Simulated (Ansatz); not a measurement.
Structures of Ca$_{2}$Pd: which is lowest?

Plane-wave DFT in Ansatz with scalar-relativistic PAW potentials, cutoff 420 eV, Γ-centred meshes chosen by cell and gap, Gaussian smearing with energies taken to zero width. Every cell was relaxed (cell and atoms) in a run of its own, within the symmetry of its start. Functional: PBE.

Relaxed structures (starts from databases or built by putting these elements on another compound's sites):
A. P6/mmm, 3 atoms in the computed cell, a = 5.152 Å, c = 3.240 Å; sites (symmetry × multiplicity) Ca -6m2 × 2, Pd 6/mmm × 1; start: built
B. Pnnm, 6 atoms in the computed cell, a = 6.753 Å, b = 6.797 Å, c = 4.235 Å; sites (symmetry × multiplicity) Ca ..m × 4, Pd ..2/m × 2; start: built

Problem. Rank them by energy. Could pressure change the order?

Solution.
| structure | group | E − E(lowest) (meV/atom) | V (Å³/atom) | gap on mesh (eV) |
| --- | --- | --- | --- | --- |
| B | Pnnm | 0.0 | 32.40 | 0.00 |
| A | P6/mmm | 439 | 24.82 | 0.00 |

B is lowest, 439 meV/atom under A. A is denser by 7.57 Å³/atom, so pressure favours it: ΔE/ΔV, with ΔE in eV and 1 eV/Å³ = 160.2 GPa, gives about 9 GPa for equal enthalpy if both cells were rigid, a rough figure since the two compress differently. Other structures may lie lower than all of these, and vibrations aren't counted.